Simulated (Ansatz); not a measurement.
The guess for MnNiC₆N₆ was made by a generator: cyanide-bridged rock-salt net of two metals, 0 guest cations a cell (Fm-3m, No. 225). Its size is a rough estimate.

```
CELL_PARAMETERS angstrom
0.00000 5.11550 5.11550
5.11550 0.00000 5.11550
5.11550 5.11550 0.00000
ATOMIC_POSITIONS crystal
Mn 0.00000 0.00000 0.00000
Ni 0.50000 0.50000 0.50000
C 0.81058 0.18942 0.18942
C 0.18942 0.81058 0.18942
C 0.18942 0.18942 0.81058
C 0.18942 0.81058 0.81058
C 0.81058 0.18942 0.81058
C 0.81058 0.81058 0.18942
N 0.69622 0.30378 0.30378
N 0.30378 0.69622 0.30378
N 0.30378 0.30378 0.69622
N 0.30378 0.69622 0.69622
N 0.69622 0.30378 0.69622
N 0.69622 0.69622 0.30378
```

Method: DFT PBE, scalar-relativistic, plane waves, PAW in Ansatz. Cutoff 420 eV, Gaussian smearing, Γ-centred meshes. Cell and atoms relax first on a coarse mesh and then on a converged one. In between, the cell is made exact in the group found at 0.06 Å. The steps can't lower the symmetry of their start. Collinear spin, starting moments Mn 4.0; Ni 2.0 μB.

A guess keeps its type if space group and coordination stay and the shape of the cell changes little (axis ratios within about 15 %, angles within 6°); the volume may change.

Problem. Does this structure survive the relaxation?

Solution. It keeps its type. The symmetry stays Fm-3m (No. 225). The volume per atom grows by 2.7 %, from 19.1 to 19.6 Å³. The shortest distance stays 1.17 Å (C–N). Counting neighbours within 15 % of an atom's shortest distance, the start has C 1, Mn 6, N 1, Ni 6 and the end C 1, Mn 6, N 1, Ni 6.

The last run used collinear spin, a 6×6×6 mesh for its 14-atom cell and Gaussian smearing of 0.02 eV. Another magnetic order may lie lower. Symmetry constrained the relaxation, so the result can be a saddle point.
